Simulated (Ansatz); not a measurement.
Notes on LaYb2P2

```
P Yb La
1.0
     2.18886    3.79121    0.00000
    -2.18886    3.79121    0.00000
     0.00000    0.00000    7.03064
P Yb La
2 2 1
Direct
  0.33330 0.33340 0.26450
  0.66670 0.66660 0.73550
  0.33330 0.33340 0.63700
  0.66670 0.66660 0.36300
  0.00000 0.00000 0.00000
```

Single point in Ansatz 0.2.0 with PBE, with U_eff = 3.44 eV on La d (all-electron-ortho-atomic projectors), no spin polarisation. Cutoff 420 eV, PAW datasets, 6×6×4 Γ-centred k mesh, fermi-dirac filling (width 0.1 eV).

**Question.** Which atom feels the largest force, and which way?

**Answer.** The largest is on P1 (and as large on other atoms): 2.17 eV/Å, components (0.00, 0.00, -2.17). It makes 180° with the line to a nearest neighbour, Yb3 at 2.62 Å, pointing away from it.

**Question.** Describe some of the short contacts.

**Answer.** P–Yb at 2.62 Å: least valence density 0.37 e/Å³ and ELF 0.28 there. La–P at 3.14 Å: least valence density 0.19 e/Å³ and ELF 0.20 there. La–Yb at 3.59 Å: least valence density 0.08 e/Å³ and ELF 0.07 there. Both are smooth PAW fields, read partly inside the augmentation spheres.

**Question.** Is the cell too large or too small?

**Answer.** The pressure is 13.5 GPa (compression positive), so with the atoms held at these fractions the cell would first expand; the forces are large, so a full relaxation may end otherwise. The principal stresses 12.0, 12.0, 16.6 GPa differ, so its shape would change too.

**Question.** Which element gives electrons and which takes them?

**Answer.** Bader charges in e: Yb +1.15, La +1.55, P -1.93. In the mean La gives up most and P takes most.

**Question.** What happens at the Fermi level?

**Answer.** It is a metal, with about 3.2 states/eV a cell as the mean within 0.25 eV of the Fermi level, mostly Yb d (33 %), La d (32 %) and Yb f (17 %).

Origin: a known structure type with other elements, at an estimated volume, so it need not be a known compound. Caveats: no spin polarisation, so a magnetic state may lie lower; atoms or cell far from equilibrium.
